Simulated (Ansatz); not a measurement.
## Is this Zn5CdS6 structure a true minimum?

It was reached by relaxing an invented guess, and it needn't be the stable form of this composition.

The calculation used DFT PBE, scalar-relativistic, plane waves, PAW in Ansatz. Settings: cutoff 420 eV, Γ-centred mesh 12×12×2 on the computed 12-atom cell, Gaussian smearing of 0.02 eV; no spin polarisation.

The cell below (12 atoms, space group P3m1 (No. 156)) is relaxed within its symmetry.

```
Zn Cd S
1.0
     3.89365    0.00000    0.00000
    -1.94682    3.37200    0.00000
     0.00000    0.00000   19.27717
Zn Cd S
5 1 6
Cartesian
  0.0000 2.2480 19.1978
  0.0000 2.2480 12.9350
  1.9468 1.1240 3.0446
  1.9468 1.1240 9.8046
  1.9468 1.1240 16.0662
  0.0000 2.2480 6.4811
  0.0000 2.2480 2.2808
  0.0000 2.2480 9.0308
  0.0000 2.2480 15.2952
  1.9468 1.1240 5.3941
  1.9468 1.1240 12.1645
  1.9468 1.1240 18.4262
```

For the test it was strained at random (σ = 1.5 % a component), the atoms were moved at random (σ = 0.15 Å), and all was relaxed again on a coarse 6×6×1 mesh (in the run’s order of axes) with 0.10 eV smearing, with no symmetry imposed.

Q: Is the structure stable against such a distortion?

A: It returns, within 1 meV/atom of the unmoved cell on that mesh and with the same symmetry when read at 0.1 Å. So it is stable against the distortions that fit this cell and that this random move excites. Modes that don't fit the cell aren't tested.
